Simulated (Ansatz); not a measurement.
# Notes on ZnTeAs₂

```
CELL_PARAMETERS angstrom
0.00000 6.04969 0.00000
6.04969 0.00000 0.00000
3.02485 3.02485 -6.04969
ATOMIC_POSITIONS crystal
Te 0.50000 0.50000 0.00000
Te 0.25000 0.75000 0.50000
As 0.37500 0.36200 0.75000
As 0.63800 0.12500 0.25000
As 0.87500 0.88800 0.75000
As 0.11200 0.62500 0.25000
Zn 0.00000 0.00000 0.00000
Zn 0.75000 0.25000 0.50000
```

The numbers come from plane-wave PAW DFT (Ansatz): PBE, no spin polarisation, 420 eV, 6×6×6 Γ-centred k points, gaussian occupations (width 0.0567 eV). Nothing was relaxed.

(1) Give the Bader charges.

(2) Is there a gap?

(3) What does the stress say?

(4) Describe some of the short contacts.

Origin: a known structure type with other elements, at an estimated volume, so it need not be a known compound.

Answers

(1) Bader charges in e: Zn +0.47, Te +0.31, As -0.39. In the mean Zn gives up most and As takes most.

(2) It is a metal, with about 3.9 states/eV a cell as the mean within 0.25 eV of the Fermi level, mostly As p (60 %) and Te p (19 %).

(3) The pressure is 3.5 GPa (compression positive), so with the atoms held at these fractions the cell would first expand; the forces are large, so a full relaxation may end otherwise. The principal stresses 2.8, 2.8, 4.8 GPa differ, so its shape would change too.

(4) As–Zn at 2.58 Å: least valence density 0.35 e/Å³ and ELF 0.38 there. Te–As at 2.67 Å: least valence density 0.44 e/Å³ and ELF 0.61 there. These are pseudo-fields; inside the PAW spheres they differ from the all-electron ones.
